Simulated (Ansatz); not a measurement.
Consider the following.

ZnO:
```cif
data_O2Zn2
_chemical_formula_sum 'Zn2 O2'
_space_group_name_H-M_alt 'P 1'
_space_group_IT_number 1
_cell_length_a 2.97128
_cell_length_b 2.97128
_cell_length_c 5.35632
_cell_angle_alpha 90.000
_cell_angle_beta 90.000
_cell_angle_gamma 90.000
loop_
_space_group_symop_operation_xyz
  'x, y, z'
loop_
_atom_site_label
_atom_site_type_symbol
_atom_site_fract_x
_atom_site_fract_y
_atom_site_fract_z
_atom_site_occupancy
Zn1 Zn 0.00000 0.50000 0.00000 1
Zn2 Zn 0.50000 0.00000 0.50000 1
O1 O 0.00000 0.00000 0.25000 1
O2 O 0.00000 0.00000 0.75000 1
```

This is the r²SCAN-relaxed structure.

Q: All from r²SCAN (plane waves, PAW; program Ansatz), unless another level is named. Give the electronic character.

A: no gap, with almost no states at the Fermi level (zero-gap or semimetallic).

Q: Next, the formation energy from the elements (no fitted shifts)?

A: -1.27 eV/atom.

Space group P4_2/mmc. A made-up cell: these elements were put on the sites of a structure type; neither database checked (COD, Materials Project) lists it. It is not the phase usual at ambient conditions (space group No. 186). Symmetry was held in the r²SCAN relaxation; whether a distortion lowers the energy is not shown. A small band overlap can be real or an error of a semilocal functional. The references are the lowest solids computed at this level, not always the standard phases (solids in place of the gases).

Potentials: the later of the program's two PAW sets.
